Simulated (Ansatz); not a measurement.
**BeZn2S2O: relaxation step by step**

The cell of BeZn2S2O is invented: random cell by space group and Wyckoff sites (P6/mmm, No. 191). The dimensions are guesses.

```
CELL_PARAMETERS angstrom
5.19107 0.00000 0.00000
-2.59554 4.49560 0.00000
0.00000 0.00000 4.00172
ATOMIC_POSITIONS crystal
Be 0.00000 0.00000 0.50000
Zn 0.33333 0.66667 0.00000
Zn 0.66667 0.33333 0.00000
S 0.33333 0.66667 0.50000
S 0.66667 0.33333 0.50000
O 0.00000 0.00000 0.00000
```

All numbers below come from Ansatz 0.2.0, DFT PBE, scalar-relativistic, plane waves, PAW. Cutoff 420 eV, Gaussian smearing, Γ-centred meshes. Cell and atoms relax first on a coarse mesh and then on a finer one. In between, the cell is made exact in the group found at 0.06 Å. In metals the finer mesh still leaves noise of several meV/atom or more. The steps can't lower the symmetry of their start. No spin polarisation in the relaxation; trial moments died out in a coarse test.

Steps on the 6×6×4 mesh (6 atoms, 13 steps). The free energy counts from the last step; some steps are skipped; the plane-wave basis is renewed at times, which shifts energy and pressure.

```
step  ΔF (meV/atom)  V (Å³/atom)  P (GPa)
   1          144.6        15.56     7.98
   2          112.2        16.83     0.22
   4           83.1        15.13     0.58
   5           58.0        13.96     2.24
   6           23.6        12.88     5.74
   8           15.6        14.12    -4.18
   9            5.3        13.32     0.62
  10            5.2        13.40     0.07
  12            0.0        13.43     0.13
  13            0.0        13.43     0.14
```

The relaxed structure, after a last relaxation on the converged mesh:

```cif
data_structure
_symmetry_space_group_name_H-M 'P6/mmm'
_symmetry_Int_Tables_number 191
_cell_length_a 4.4718
_cell_length_b 4.4718
_cell_length_c 4.6730
_cell_angle_alpha 90.000
_cell_angle_beta 90.000
_cell_angle_gamma 120.000
_cell_volume 80.93
loop_
_atom_site_label
_atom_site_type_symbol
_atom_site_symmetry_multiplicity
_atom_site_Wyckoff_symbol
_atom_site_fract_x
_atom_site_fract_y
_atom_site_fract_z
_atom_site_occupancy
Be1 Be 1 b 0.00000 0.00000 0.50000 1
Zn1 Zn 2 c 0.33333 0.66667 0.00000 1
S1 S 2 d 0.33333 0.66667 0.50000 1
O1 O 1 a 0.00000 0.00000 0.00000 1
```

The symmetry stays P6/mmm (No. 191). The volume per atom shrinks by 13.3 %, from 15.6 to 13.5 Å³. The shortest distance goes from 2.00 Å (Be–O and Zn–S) to 2.34 Å (Be–O and Zn–S). The ratio c/a of the conventional cell changes by a factor of 1.36. The energy falls by about 0.14 eV/atom (the start's value is from the coarse mesh). Be is surrounded by 2 O at 2.34 Å and 6 S at 2.58 Å; Zn is surrounded by 2 S at 2.34 Å, 3 O at 2.58 Å and 3 Zn at 2.58 Å; around S lie 2 Zn at 2.34 Å, 3 Be at 2.58 Å and 3 S at 2.58 Å; O is surrounded by 2 Be at 2.34 Å and 6 Zn at 2.58 Å.

* Volume per atom: 13.49 Å³
* Density: 4.51 g/cm³
* Energy over the elements: +0.02 eV/atom
* Gap on the 12×12×8 mesh of the 6-atom cell: 0 eV (a metal)

The zero of energy is the elements' standard structures at the same level (O₂ as a molecule); no fitted shifts are applied.

The last run used Gaussian smearing of 0.10 eV. For metals, differences of a few meV/atom aren't resolved. The reference form of S is held partly by dispersion forces, which this level lacks. A structure relaxed within its symmetry needn't be a true minimum. In all, the 3 runs took 2.8 min on 1 thread of Intel(R) Xeon(R) Processor @ 2.70GHz (shared host). Another cell of BeZn2S2O relaxed alike, in P4/mmm, lies 248 meV/atom lower, so this cell isn't the stable form at this level.
